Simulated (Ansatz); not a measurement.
A geometry of Rh away from equilibrium: step 9 of the relaxation of a relaxed Rh cell, doubled along one cell vector, shaken by Gaussian noise of σ = 0.08 Å a coordinate. The numbers are results of PBEsol (plane waves to 420 eV, PAW, scalar-relativistic; Ansatz, a quantum-chemistry and plane-wave program), not measurements. Γ-centred k-mesh 15×15×8 on the run's cell (coarser than for final values), Fermi–Dirac smearing 0.05 eV.

```xyz
2
Lattice="-1.3470 1.3468 1.8435 1.3468 -1.3470 1.8435 2.6937 2.6937 -3.6874" Properties=species:S:1:pos:R:3:forces:R:3 pbc="T T T" free_energy=-12677.484 pressure_GPa=3.1
Rh    -0.0490     0.0066     0.0694   -0.0001   -0.0001    0.0000
Rh     1.2978     1.3535    -1.7744    0.0001    0.0001    0.0000
```

Positions in Å, forces in eV/Å, free energy of the cell in eV (comparable only within this code, potentials and settings). Largest force: all forces are below 0.005 eV/Å; the geometry lies 0.01 eV/atom above the end of its relaxation.

No spin polarisation in the result.

The run could not lose the symmetry of its start.

Of the parent cell (Im-3m (No. 229)): it is a generated cell of Rh: the first start was made by placing the elements on the sites of a structure type, and the end was not matched to a known phase here, so it may be hypothetical. Known forms of Rh include space group No. 225.
